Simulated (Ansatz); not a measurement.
## Structure map: energy, volume and gap of polymorphs

Screening note. Relaxing one composition in several structure types shows which are competitive, which pressure would favour, and how volume and gap change with structure.

The yardstick is HgSe, zinc blende. The reference is the lowest phase computed, which need not be the stable form in nature.

Computed with Ansatz, a plane-wave PAW program. energy: PBE, total energy at 0 K with the change to a 700 eV cutoff added (comparable within one formula alone); volume per atom: PBE, relaxed cell; gap: PBE; bulk modulus: PBE, equation-of-state fit.

The figures follow from the printed values by these rules: ΔE = E − E_ref; ΔV = V − V_ref; temperature scale ΔE/k_B = 11.605 K/meV × ΔE.

```csv
crystal,E (eV/atom),V (Å³/atom),gap (eV),B₀ (GPa),ΔE (meV/atom),ΔV (Å³/atom),ΔE/k_B (K)
"HgSe, WC type, P-6m2",−9641.157,25.05,0.00,46.8,324.0,−5.61,3800
"HgSe, zinc blende, reference",−9641.481,30.66,0.00,42.5,0.0,0.00,0
"HgSe, NiAs type",−9641.258,24.86,0.00,54.4,223.0,−5.80,2600
"HgSe, PtS type, P4₂/mmc",−9641.246,32.07,0.00,30.3,235.0,1.41,2700
```

Model phases, started by placing the elements on a structure type or from a typed cell, with no claim that they are known: HgSe, WC type, P-6m2; HgSe, NiAs type; HgSe, PtS type, P4₂/mmc. Runs started from generated or typed cells of the structure named: HgSe, zinc blende. No gap (0.00) means none at this level, which can close a small real gap. Spin–orbit coupling is left out unless named.

Worked for HgSe, NiAs type:

1. ΔE = 1000 × (−9641.258 − (−9641.481)) = 223.0 meV/atom
2. ΔV = 24.86 − 30.66 = −5.80 Å³/atom
3. ΔE/k_B: 11.605 × 223.0 = 2600 K

Ranking by ΔE, lowest first: HgSe, zinc blende (0.0 ± 5.0), HgSe, NiAs type (223.0 ± 5.0), HgSe, PtS type, P4₂/mmc (235.0 ± 5.0), HgSe, WC type, P-6m2 (324.0 ± 5.0). The ± follows from allowances picked for this note (energy 0.004 eV/atom, 3 meV/atom on the figure itself), carried to first order and added in quadrature, each row's own inputs moving alone; ≈ joins neighbours closer than their two ± added in quadrature.

The trade-off between low ΔE and low volume per atom leaves these rows undominated: HgSe, zinc blende (0.0, 30.66); HgSe, NiAs type (223.0, 24.86). The reference is on the front.

Denser than the reference, so favoured by pressure; with fixed volumes the enthalpies cross at P ≈ 0.1602 ΔE/|ΔV|: HgSe, NiAs type 0.1602 × 223.0/5.80 = 6.2 GPa, HgSe, WC type, P-6m2 0.1602 × 324.0/5.61 = 9.3 GPa. Each is against the reference alone, so another phase may come first, and differences in compressibility move them.

Vibrational free energy is left out, and phases that were not computed could lie lower. Rows are a sample of the computed phases of this formula. Limits of the draw: a spread of over 30 meV/atom, none over 0.9 eV/atom above the reference, within 8 meV/atom of the lowest or within 3 meV/atom of a neighbour. As a rule kept out of such tables: 4f compounds, open-shell compounds run without a Hubbard term, cells found unstable in the tests at hand, cells close to a higher symmetry, and runs set to a pressure or over 12 % in volume from the crystal's fullest run.
